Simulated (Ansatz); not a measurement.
Relaxed-ion elastic tensor of Na (bcc (W type), Im-3m) in GPa (Voigt order), DFT-PBE+D3(BJ) in the program Ansatz with PAW potentials; density 1.12 g/cm³, 33.97 Å³ per atom.

```json
[
 {"": "1", "1": "10.1", "2": "8.3", "3": "8.3", "4": "0.0", "5": "0.0", "6": "0.0"},
 {"": "2", "1": "8.3", "2": "10.1", "3": "8.3", "4": "0.0", "5": "0.0", "6": "0.0"},
 {"": "3", "1": "8.3", "2": "8.3", "3": "10.1", "4": "0.0", "5": "0.0", "6": "0.0"},
 {"": "4", "1": "0.0", "2": "0.0", "3": "0.0", "4": "7.0", "5": "0.0", "6": "0.0"},
 {"": "5", "1": "0.0", "2": "0.0", "3": "0.0", "4": "0.0", "5": "7.0", "6": "0.0"},
 {"": "6", "1": "0.0", "2": "0.0", "3": "0.0", "4": "0.0", "5": "0.0", "6": "7.0"}
]
```

### Question
Is the crystal mechanically stable?

### Answer
Yes: the smallest eigenvalue of C is 1.8 GPa.

### Question
Work out the Voigt, Reuss and Hill averages.

### Answer
K_V = 8.9, K_R = 8.9, K_H = 8.9; G_V = 4.6, G_R = 1.9, G_H = 3.2 GPa.

### Question
Give Young's modulus, Poisson's ratio, Pugh's ratio and the universal anisotropy index.

### Answer
E = 9KG/(3K + G) = 8.7 GPa; ν = 0.34; K/G = 2.74 (ductile by the Pugh limit of 1.75); A_U = 5G_V/G_R + K_V/K_R − 6 = 7.05.

### Question
Estimate the sound speeds and the Debye temperature.

### Answer
v_l = √((K + 4G/3)/ρ) = 3430 m/s, v_t = √(G/ρ) = 1700 m/s, mean 1910 m/s; Θ = (h/k)(3n/4πV)^(1/3) v_m = 175 K.

### Question
Give the Zener ratio and Young's modulus along [100], [110] and [111].

### Answer
A = 2C44/(C11 − C12) = 7.74; 1/E = S11 − 2(S11 − S12 − S44/2)Γ with Γ = 0, 1/4, 1/3 gives 2.6, 7.2, 16.7 GPa.

The cell was relaxed with PBE+D3(BJ) under the symmetry of its start. The pairwise dispersion correction was not fitted to metals. As this level gives no gap, shear constants depend on the k-mesh and smearing (Fermi–Dirac, 0.1 eV here).

Potentials: the later of the program's two PAW sets.
